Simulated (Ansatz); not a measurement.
The calculation used DFT PBE, scalar-relativistic, plane waves, PAW in Ansatz 0.2.0. All cells share a 420 eV cutoff and Γ-centred k meshes spaced at most about 0.3 Å⁻¹ (about 0.25 or finer for metals, 2π included). No spin polarisation in the final relaxations.

These are static total energies at zero pressure.

Two forms of Ta2B2O were relaxed alike.

1.

```yaml
crystal:
  lattice:
    - [4.30201, 0.00000, 0.00000]
    - [0.00000, 4.30201, 0.00000]
    - [0.00000, 0.00000, 3.16149]
  atoms:
    - { symbol: Ta, position: [0.00000, 0.50000, 0.50000] }
    - { symbol: Ta, position: [0.50000, 0.00000, 0.50000] }
    - { symbol: B, position: [0.50000, 0.50000, 0.75197] }
    - { symbol: B, position: [0.50000, 0.50000, 0.24803] }
    - { symbol: O, position: [0.00000, 0.00000, 0.00000] }
```

2.

```yaml
crystal:
  lattice:
    - [3.59550, 0.00000, 0.00000]
    - [-1.79775, 3.11379, 0.00000]
    - [0.00000, 0.00000, 6.08715]
  atoms:
    - { symbol: Ta, position: [0.00000, 0.00000, 0.00000] }
    - { symbol: Ta, position: [0.33333, 0.66667, 0.50000] }
    - { symbol: B, position: [0.33333, 0.66667, 0.13570] }
    - { symbol: B, position: [0.33333, 0.66667, 0.86430] }
    - { symbol: O, position: [0.00000, 0.00000, 0.50000] }
```

Question: Which would you expect to be lower, and how large is the difference?

Answer: Cell 2 is lower, by 0.30 eV/atom. Cell 1 has space group P4/mmm (No. 123), 11.7 Å³/atom and no gap on its mesh; cell 2 has space group P-6m2 (No. 187), 13.6 Å³/atom and no gap. Counting B or Ta atoms around O (for each partner element, those within 1.25 times its shortest distance or 1.15 times the sum of covalent radii, where it is the nearest in units of that sum or under 1.3), cell 1 has O 8 and cell 2 has O 3. Cell 1 holds B–B chains (shortest 1.57 Å); cell 2 holds B–B pairs (shortest 1.65 Å). The lower one is the more open, so pressure narrows the difference. Both come from invented guesses. A third cell relaxed alike, in P-3m1, lies 0.68 eV/atom below the lower of the two.

These runs have no spin–orbit coupling, which can matter for Ta. Cells relaxed within their symmetry can be saddle points.
